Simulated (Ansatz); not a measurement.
Relaxed AlN (wurtzite):

```
CELL_PARAMETERS angstrom
      3.13030     0.00000     0.00000
     -1.56515     2.71092     0.00000
      0.00000     0.00000    10.03603
ATOMIC_POSITIONS crystal
  Al 0.66667 0.33333 0.00169
  Al 0.66667 0.33333 0.50169
  Al 0.33333 0.66667 0.25169
  Al 0.33333 0.66667 0.75169
  N  0.66667 0.33333 0.31091
  N  0.66667 0.33333 0.81091
  N  0.33333 0.66667 0.06091
  N  0.33333 0.66667 0.56091
```

A phonon eigenvector at A = (0.0, 0.0, 0.5) is frozen into this cell: atom i moves by Q times the vector below, so Q is the largest atomic displacement, in Å. The cell is held. It is one choice among 4 degenerate patterns. (q is in reciprocal vectors of the primitive cell; the cell shown is doubled to hold the pattern.)

| atom | x | y | z |
|---|---|---|---|
| Al1 | 0.000 | 0.044 | 0.000 |
| Al2 | 0.000 | -0.044 | 0.000 |
| Al3 | 0.000 | 0.499 | 0.000 |
| Al4 | 0.000 | -0.499 | 0.000 |
| N5 | 0.000 | -1.000 | 0.000 |
| N6 | 0.000 | 1.000 | 0.000 |
| N7 | 0.000 | -0.195 | 0.000 |
| N8 | 0.000 | 0.195 | 0.000 |

Calculation: PBE (plane waves to 420 eV, PAW, scalar-relativistic; Ansatz, an electronic-structure program). k mesh 12×12×4 (Γ-centred), Fermi-Dirac smearing 0.05 eV. AlN was relaxed with its symmetry unable to fall. 

```tsv
Q (Å)	−dE/dQ from forces (eV/Å)
-0.180	13.206
-0.150	10.570
-0.120	8.182
-0.090	5.981
-0.060	3.916
-0.030	1.937
0.000	0.000
0.030	-1.937
0.060	-3.916
0.090	-5.981
0.120	-8.182
0.150	-10.570
0.180	-13.206
```

Task: What harmonic wavenumber does the curvature at Q = 0 give?

Result: 640 cm⁻¹. E″ = 64.32 eV/Å², M = Σ mᵢ|uᵢ|² = 42.6 u, ν̃ = 521.5·√(|E″|/M).

(A displaced cell: forces are minus the slopes of the energy, force constants its curvatures, and phonons follow from these.)
